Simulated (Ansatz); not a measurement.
# An Ansatz input for Si3N4

```yaml
crystal:
  lattice:
    - [0.0, 3.83825, 3.83825]
    - [3.83825, 0.0, 3.83825]
    - [3.83825, 3.83825, 0.0]
  atoms:
    - { symbol: Si, position: [0.125, 0.125, 0.125] }
    - { symbol: Si, position: [0.625, 0.125, 0.125] }
    - { symbol: Si, position: [0.125, 0.125, 0.625] }
    - { symbol: Si, position: [0.125, 0.625, 0.125] }
    - { symbol: Si, position: [0.5, 0.5, 0.5] }
    - { symbol: Si, position: [0.75, 0.75, 0.75] }
    - { symbol: "N", position: [0.8822201176, 0.8822201176, 0.8822201176] }
    - { symbol: "N", position: [0.8966603528, 0.3677798824, 0.3677798824] }
    - { symbol: "N", position: [0.8822201176, 0.8822201176, 0.3533396472] }
    - { symbol: "N", position: [0.3677798824, 0.8966603528, 0.3677798824] }
    - { symbol: "N", position: [0.3533396472, 0.8822201176, 0.8822201176] }
    - { symbol: "N", position: [0.3677798824, 0.3677798824, 0.3677798824] }
    - { symbol: "N", position: [0.8822201176, 0.3533396472, 0.8822201176] }
    - { symbol: "N", position: [0.3677798824, 0.3677798824, 0.8966603528] }
kpoints:
  mp_grid: { grid: [6, 6, 6] }
scf:
  occupations: { method: fermi_dirac, width: 0.02 }
  convergence: { dr2_threshold: 0.0 }
  max_iter: 50
hamiltonian:
  xc: pbe
  pseudopotentials: { kind: paw, frozen_core: stored }
output:
  forces: true
  stress: true
  populations: true
  efg: { quadrupole_moments_barn: { "N": 0.02044 } }
```

```sh
ansatz run input.yaml --threads 1 --pin off --max-ram 3072MiB --backend cpu --events-out ev --progress --plain --runs-dir out
```

Problem. What happens when this input is run?

Solution. The input was rejected before any iteration. The input holds an SCF threshold far outside the usual range. The program says:

```
Error: invalid value for `scf.convergence.dr2_threshold`: must be finite and > 0; got 0 eV
```

Against a sound input the change was `scf.convergence.dr2_threshold`: not typed → 0.0; `scf.max_iter`: not typed → 50.

With the sound settings the run converges and gives V_zz (10²¹ V/m²) Si1 -0.063 (η 0.00), N 2.90 (η 0.00), and under 0.004 at the other sites; a site carries the number of its first atom in the input. These hold for the positions as typed, which a relaxation reached. At this cell the PBE pressure is 14 GPa, so with PBE the cell would grow if it were relaxed. The entry's cell may itself be off.
